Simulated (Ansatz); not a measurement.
Data:

HfGe in space group P-6m2 (No. 187; Hf on 1a, Ge on 1f), a = b = 3.168 Å, c = 4.432 Å, α = β = 90.00°, γ = 120.00°.

This is the PBE-relaxed structure.

Problem. All from PBE (plane waves, PAW; program Ansatz), unless another level is named. Estimate the electronic character.

Solution. metallic (no gap).

Problem. Next, the formation energy from the elements (no fitted shifts)?

Solution. -0.38 eV/atom.

Problem. And the density of states at the Fermi level?

Solution. 0.72 states/eV per atom (mean over ±0.08 eV).

A made-up cell: these elements were put on the sites of a structure type; neither database checked (COD, Materials Project) lists it. Its standing as an ambient phase is unchecked. The PBE relaxation kept the symmetry of its start; whether a distortion lowers the energy is not shown. No spin polarisation was allowed. The references are the lowest solids computed at this level, not always the standard phases. Spin–orbit coupling is left out wherever it is not named.

Potentials: the later of the program's two PAW sets.
